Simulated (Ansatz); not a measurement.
FePt, in the lowest of the structures calculated here: P4/mmm (No. 123), tP2; a = b = 2.7301 Å, c = 3.7639 Å, α = β = γ = 90.00°; Fe 1d (0.500, 0.500, 0.500); Pt 1a (0.000, 0.000, 0.000). Calculation: PBE (plane waves to 420 eV, PAW, scalar-relativistic; Ansatz, an electronic-structure program). Element references, the lowest calculated here: Fe (Im-3m, ferromagnetic), Pt (Fm-3m).

Total energies (eV/atom, σ → 0; comparable only within this code, potentials and settings):

| phase | E (eV/atom) |
|---|---|
| FePt (P4/mmm) | -8501.980 |
| Fe (Im-3m) | -4480.486 |
| Pt (Fm-3m) | -12523.016 |

What is the formation energy of this P4/mmm form of FePt from the elements?

E_f = -8501.980 − [1 × (-4480.486) + 1 × (-12523.016)] / 2 = -0.23 eV/atom (-0.5 eV per formula unit).

Static energies, no anion corrections, no zero-point energy. Values are rounded to 0.01 eV/atom. Spin-orbit coupling is missing from these energies, which matters for elements this heavy. Spin state reached: ferromagnetic (net 1.65 μB/atom); other spin orders were not run from this start.
